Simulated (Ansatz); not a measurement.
## CuSb (rocksalt structure): a workflow

Method: r²SCAN, scalar-relativistic; no spin polarisation; PAW, 500 eV, 12×12×12 k-mesh, Gaussian smearing of 0.05 eV; code Ansatz. The datasets are Ansatz's generated set soft_2.

The structure was built from a prototype; whether the compound forms in it isn't claimed.

The first cell:

```yaml
crystal:
  lattice:
    - [0.00000, 2.64583, 2.64583]
    - [2.64583, 0.00000, 2.64583]
    - [2.64583, 2.64583, 0.00000]
  atoms:
    - { symbol: Cu, position: [0.50000, 0.50000, 0.50000] }
    - { symbol: Sb, position: [0.00000, 0.00000, 0.00000] }
```

The first steps of the search for zero pressure:

```tsv
run	level	k-mesh	kind	V (Å³/atom)	P (GPa)	gap on the mesh (eV)
1	PBE, 420 eV	6×6×6	fixed cell	18.52	7.1	metal
```

**Question.** At which volume does r²SCAN reach zero pressure?

**Answer.** 19.49 Å³/atom, about 5.2 % over the start.

The steps that followed:

```tsv
run	level	k-mesh	kind	V (Å³/atom)	P (GPa)	E − E(final) (meV/atom)	gap on the mesh (eV)
2	PBE, 420 eV	6×6×6	fixed cell	19.40	2.4	–	metal
3	PBE, 420 eV	6×6×6	fixed cell	19.94	0.0	–	metal
4	r²SCAN	12×12×12	fixed cell	19.94	-1.9	2.6	metal
5	r²SCAN	12×12×12	fixed cell	19.69	-0.9	0.5	metal
6	r²SCAN	12×12×12	fixed cell	19.49	0.0	0.0	metal
```

The final structure (symmetry read at 0.01 Å). The structure is cubic, space group Fm-3m (No. 225). Conventional cell: a = 5.383 Å, b = 5.383 Å, c = 5.383 Å, α = 90.00°, β = 90.00°, γ = 90.00°. Cu (site symmetry m-3m) is surrounded by 6 Sb at 2.69 Å. Sb (site symmetry m-3m) is surrounded by 6 Cu at 2.69 Å. (Shells end 15 % past the nearest neighbour.)

At the final geometry the gap, band path included, is zero (metallic). The equation of state gives B0 = 87 GPa and B0′ = 4.9. Against the elements' standard states, run alike and uncorrected, the formation energy is 0.18 eV/atom, so this structure is unstable against them at this level. 

For elements this heavy, spin–orbit coupling would shift levels and gaps; it isn't included here.
